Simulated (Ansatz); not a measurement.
HfO$_{2}$:
```yaml
crystal:
  lattice:
    - [3.60432, 0.00000, 0.00000]
    - [0.00000, 3.60432, 0.00000]
    - [0.00000, 0.00000, 5.26455]
  atoms:
    - { symbol: Hf, position: [0.00000, 0.00000, 0.00000] }
    - { symbol: Hf, position: [0.50000, 0.50000, 0.50000] }
    - { symbol: O, position: [0.00000, 0.50000, 0.19327] }
    - { symbol: O, position: [0.00000, 0.50000, 0.69327] }
    - { symbol: O, position: [0.50000, 0.00000, 0.30673] }
    - { symbol: O, position: [0.50000, 0.00000, 0.80673] }
```

Relaxed with PBE. Special points in fractions of this cell's reciprocal vectors: Γ (0.000, 0.000, 0.000); X (0.000, 0.500, 0.000); M (0.500, 0.500, 0.000); Z (0.000, 0.000, 0.500); R (0.000, 0.500, 0.500); A (0.500, 0.500, 0.500).

Problem. List the band energies nearest the valence-band maximum at these points for PBE (plane waves, PAW; program Ansatz).

Solution. In eV from the valence-band maximum; about four levels below and three above (degenerate sets whole), none deeper than 8.9 eV; points with the same levels are listed once.

```csv
k,below,above
Γ,-0.78 -0.15 -0.06 -0.06,4.67 4.69 5.84
X,-1.36 -1.36 -0.16 -0.16,5.05 5.05 6.01 6.01
M,-0.74 -0.74 -0.62 -0.62,5.74 5.74 5.99 5.99
Z,-0.72 -0.72 0.00 0.00,5.29 5.29 5.60 5.60
R,-1.37 -1.37 -0.89 -0.89,5.16 5.16 5.55 5.55
A,-1.45 -1.45 -0.07 -0.07,5.82 5.82 6.24 6.24
```

Space group P4_2/nmc. This is a known high-temperature phase of the composition, computed here at zero pressure and temperature. Symmetry was held in the PBE relaxation; its stability against distortions is not shown here. No spin polarisation was allowed. Scalar-relativistic: spin–orbit coupling is off unless named, which matters more the heavier the elements.

Potentials: the later of the program's two PAW sets.
